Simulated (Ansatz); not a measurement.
Given:

Te (trigonal-Te type, space group P3_121)

```xyz
3
Lattice="4.6235 0.0000 0.0000 -2.3118 4.0041 0.0000 0.0000 0.0000 5.9044" Properties=species:S:1:pos:R:3 pbc="T T T"
Te     1.1718     0.0000     1.9681
Te    -0.5859     1.0148     3.9362
Te     1.7259     2.9893     0.0000
```

In this cell atom 2 (Te, nearest neighbour Te at 2.827 Å; its periodic images, 4.6 Å or more away, move with it) is moved by u·(0.707, 0.707, 0.000) + v·(0.000, 0.000, 1.000); the rest is frozen.

The numbers are results of r2SCAN (plane waves to 500 eV, PAW, scalar-relativistic; Ansatz, a first-principles code), not measurements. k mesh 7×7×5 (Γ-centred), Fermi-Dirac smearing 0.05 eV. Energies are smeared free energies. Points where atoms come too close for the PAW data are left out (x in tables, blank in figures). As the smearing reaches across the gap at some points, energies and forces of such displacements shift with the k mesh and the smearing. Spin-orbit coupling is left out, though Te is heavy. Te was relaxed with its symmetry unable to fall. The PAW data are Ansatz's earlier set. The zero of ΔE is the undisplaced structure. Axes are in Å.

The scan covers u from -0.930 to 0.930 Å in 7 points and v from -0.930 to 0.930 Å in 7 points.

Problem. Is the undisplaced position a minimum, a maximum or a saddle of this map?

Solution. A minimum.

Problem. In which direction of the plane is the atom held most weakly?

Solution. 17° from u towards v.

Problem. What are the two principal curvatures of the energy at the centre?

Solution. 2.4 and 6.0 eV/Å².

(A displaced cell: forces are minus the slopes of the energy, force constants its curvatures, and phonons follow from these.)
